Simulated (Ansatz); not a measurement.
Input:

La₃InN:
```xyz
5
Lattice="5.1391 0.0000 0.0000 0.0000 5.1391 0.0000 0.0000 0.0000 5.1391" Properties=species:S:1:pos:R:3 pbc="T T T"
La     2.5695     2.5695     0.0000
La     0.0000     2.5695     2.5695
La     2.5695     0.0000     2.5695
N      2.5695     2.5695     2.5695
In     0.0000     0.0000     0.0000
```

This is the r²SCAN-relaxed structure.

Task: All from r²SCAN (plane waves, PAW; program Ansatz), unless another level is named. Give the electronic character.

Result: metallic (no gap).

Task: Give the density of states at the Fermi level.

Result: 0.42 states/eV per atom (mean over ±0.08 eV).

Task: And the formation energy from the elements (no fitted shifts)?

Result: -1.04 eV/atom.

Task: Predict the gap with spin–orbit coupling.

Result: none (metallic).

Space group Pm-3m (anti-perovskite). The workflow started from an entry of the Crystallography Open Database (COD). Its standing as an ambient phase is unchecked. Symmetry was held in the r²SCAN relaxation; whether a distortion lowers the energy is not shown. With an odd number of electrons in the cell and no spin polarisation, the count alone makes it a metal. The references are the lowest solids computed at this level, not always the standard phases (solids in place of the gases). Scalar-relativistic: spin–orbit coupling is off unless named, which matters more the heavier the elements.

Potentials: the later of the program's two PAW sets.
